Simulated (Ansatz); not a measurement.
MoW (rock salt, Fm-3m) under volume change, r²SCAN (plane waves, PAW; program Ansatz), scaled uniformly.

```tsv
V (Å³/atom)	E − E(relaxed) (meV/atom)	P (GPa)
16.104	109.8	24.02
16.635	46.1	14.69
17.166	10.9	6.76
17.697	0.0	0.00
18.228	9.8	-5.80
18.759	37.5	-10.78
19.290	80.5	-15.06
```

Q: What does a third-order Birch–Murnaghan fit give for V₀, B₀ and B′?

A: V₀ = 17.70 Å³/atom, B₀ = 209 GPa, B′ = 4.2.

The start of the workflow was typed in or built on a structure type; neither database checked (COD, Materials Project) lists it. Whether it is the stable phase at ambient conditions was not checked. The cell was relaxed with r²SCAN under the symmetry of its start. At this level the phase is mechanically unstable. No spin polarisation was allowed. Its formation energy is positive at this level, so the cell may be metastable or incomplete. Scalar-relativistic: spin–orbit coupling is off unless named, which matters more the heavier the elements.

Potentials: the earlier of the program's two PAW sets.
